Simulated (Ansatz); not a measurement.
Starting cell, ZnSe (zinc blende):

```
CELL_PARAMETERS angstrom
      0.00000     5.66546     5.66546
      2.83273     0.00000     2.83273
      2.83273     2.83273     0.00000
ATOMIC_POSITIONS crystal
  Se 0.37500 0.75000 0.75000
  Se 0.87500 0.75000 0.75000
  Zn 0.00000 0.00000 0.00000
  Zn 0.50000 0.00000 0.00000
```

A phonon eigenvector at L = (0.5, 0.0, 0.0) is frozen into this cell: atom i moves by Q times the vector below, so Q is the largest atomic displacement, in Å. The cell is held. It is one choice among 2 degenerate patterns. (q is in reciprocal vectors of the primitive cell; the cell shown is doubled to hold the pattern.)

```
atom       x       y       z
----  ------  ------  ------
Se1    0.249  -0.453   0.702
Se2   -0.249   0.453  -0.702
Zn3   -0.285   0.520  -0.805
Zn4    0.285  -0.520   0.805
```

Level of theory: r2SCAN (plane waves to 500 eV, PAW, scalar-relativistic; Ansatz, a program for electronic structure). k mesh 5×10×10 (Γ-centred), Fermi-Dirac smearing 0.05 eV. ZnSe was relaxed with its symmetry unable to fall. 

```tsv
Q (Å)	−dE/dQ from forces (eV/Å)
-0.180	0.546
-0.150	0.446
-0.120	0.351
-0.090	0.260
-0.060	0.171
-0.030	0.085
0.000	0.000
0.030	-0.085
0.060	-0.171
0.090	-0.260
0.120	-0.351
0.150	-0.446
0.180	-0.546
```

### Question
What harmonic wavenumber does the curvature at Q = 0 give?

### Answer
55 cm⁻¹. E″ = 2.83 eV/Å², M = Σ mᵢ|uᵢ|² = 250.7 u, ν̃ = 521.5·√(|E″|/M).

(A displaced cell: forces are minus the slopes of the energy, force constants its curvatures, and phonons follow from these.)
